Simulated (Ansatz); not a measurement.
BeS (zinc blende), relaxed and computed with several functionals in Ansatz (plane waves, PAW).

```tsv
functional	a (Å)	gap (eV)	B₀ by P(V) fit (GPa)
HSE06	4.853	4.06	99.0
r²SCAN	…	…	…
PBE	4.876	3.15	92.9
```

### Question
Complete the blanks.

### Answer

- r²SCAN, a (Å): 4.869
- r²SCAN, gap (eV): 3.59
- r²SCAN, B₀ by P(V) fit (GPa): 97.5

All cells were relaxed under the symmetry of their starts (and spin orders); stability against distortions was not tested throughout.

Potentials: the later of the program's two PAW sets.

Ansatz (a program for electronic structure) is a plane-wave DFT program.
